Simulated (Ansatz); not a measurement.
Sn:
```
Sn
1.0
   -2.92817     2.92817     1.56765
    2.92817    -2.92817     1.56765
    2.92817     2.92817    -1.56765
Sn
2
Direct
  0.75000   0.25000   0.50000
  0.00000   0.00000   0.00000
```

Relaxed with PBEsol. Special points in fractions of this cell's reciprocal vectors: Γ (0.000, 0.000, 0.000); X (0.000, 0.000, 0.500); M (-0.500, 0.500, 0.500); Z (0.322, 0.322, -0.322); Z0 (-0.322, 0.678, 0.322); P (0.250, 0.250, 0.250); N (0.000, 0.500, 0.000).

List the band energies nearest the Fermi level at these points for plane-wave PAW PBEsol (Ansatz code).

In eV from the Fermi level; about four levels below and three above (degenerate sets whole), none deeper than 8.9 eV; points with the same levels are listed once.

| k | below | above |
|---|---|---|
| Γ | -3.81 -2.08 -2.08 | 2.87 6.11 6.11 |
| X | – | 0.50 0.50 1.43 1.43 |
| M | -7.67 -7.67 -4.89 -4.89 | 5.38 5.38 9.22 9.22 |
| Z | -5.58 -3.15 -2.88 -2.88 | 2.98 5.53 5.53 |
| P | -5.90 -5.90 -3.60 -3.60 | 3.56 3.56 3.95 3.95 |
| N | -5.39 -2.35 -1.79 -1.09 | 2.24 2.84 4.68 |

Space group I4_1/amd (β-Sn type). Symmetry was held in the PBEsol relaxation. Spin–orbit coupling is left out wherever it is not named.

Potentials: the later of the program's two PAW sets.
